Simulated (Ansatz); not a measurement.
CsH (CsCl type, Pm-3m), r²SCAN in the plane-wave PAW code Ansatz, all energies at zero smearing, with the estimated change up to a 700 eV cutoff added, with one set of potentials and settings (totals compare only within such a set). Cell of 2 atoms (1 Cs, 1 H): -5702.362 eV.

```json
[
 {"element": "Cs", "reference phase": "Im-3m, 1 atoms in the cell", "E (eV/atom)": "-5685.9274"},
 {"element": "H", "reference phase": "P2_12_12_1, 8 atoms in the cell", "E (eV/atom)": "-15.9458"}
]
```

Formation energy per atom, worked out: (-5702.362 − 1×(-5685.9274) − 1×(-15.9458))/2 = -0.244 eV/atom (-24 kJ per mol of atoms), at 0 K, without zero-point energy or fitted corrections.

The first step of the workflow began from a Materials Project structure, measured or hypothetical; the Crystallography Open Database copy checked does not list it. COD files the formula under space group No. 225. Its standing as an ambient phase is unchecked. The r²SCAN relaxation kept the symmetry of its start; its stability against distortions is not shown here. The references are the lowest solids computed at this level, not always the standard phases (solids in place of the gases). Scalar-relativistic: spin–orbit coupling is off unless named, which matters more the heavier the elements.

Potentials: the later of the program's two PAW sets.
